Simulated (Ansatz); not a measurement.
According to plane-wave PAW PBE (Ansatz code), InP in the cubic phase (Pm-3n; In on 6c, P on 6d) relaxes to a = 7.334 Å. Its formation energy from the elements is -0.11 eV/atom, with no fitted shifts.

The Kohn–Sham gap is 0.50 eV (direct). The valence maximum lies at Γ and the conduction minimum at Γ. Gap from PBE with spin–orbit coupling: 0.46 eV. Electrons at the band edge weigh 0.045 mₑ (isotropic).

The bulk modulus is 460 kbar.

The start of the workflow was typed in or built on a structure type; neither database checked (COD, Materials Project) lists it. It is not the phase usual at ambient conditions (space group No. 216). The cell was relaxed with PBE under the symmetry of its start; its stability against distortions is not shown here. The volume moved by 31 % from the start of the relaxation. The references are the lowest solids computed at this level, not always the standard phases. Spin–orbit coupling is left out wherever it is not named.

Potentials: the later of the program's two PAW sets.
